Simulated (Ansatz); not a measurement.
SiC:
```yaml
crystal:
  lattice:
    - [2.61947, 0.00000, 0.00000]
    - [0.00000, 2.61947, 0.00000]
    - [0.00000, 0.00000, 2.61947]
  atoms:
    - { symbol: Si, position: [0.00000, 0.00000, 0.00000] }
    - { symbol: C, position: [0.50000, 0.50000, 0.50000] }
```

Relaxed with PBEsol.

Question: Decompose the optical modes at the zone centre into irreducible representations, and say which are infrared and Raman allowed.

Answer: Point group m-3m: Γ_opt = T1u. Infrared: T1u. Raman: none.

Question: Assign frequencies (DFPT, PBEsol (plane waves, PAW; program Ansatz)).

Answer: T1u 323i cm⁻¹.

Space group Pm-3m (CsCl type). A made-up cell: these elements were put on the sites of a structure type; neither database checked (COD, Materials Project) lists it. It is not the phase usual at ambient conditions (space group No. 186, 216). Symmetry was held in the PBEsol relaxation. At this level the phase is dynamically unstable (imaginary phonons). As this level gives no gap, phonon frequencies hold no LO–TO term and depend on the k-mesh and smearing (Fermi–Dirac, 0.1 eV here).

Potentials: the earlier of the program's two PAW sets. The files were generated under PBE; for other functionals the program regenerates the frozen cores, and for LDA and PBEsol the local potential too.
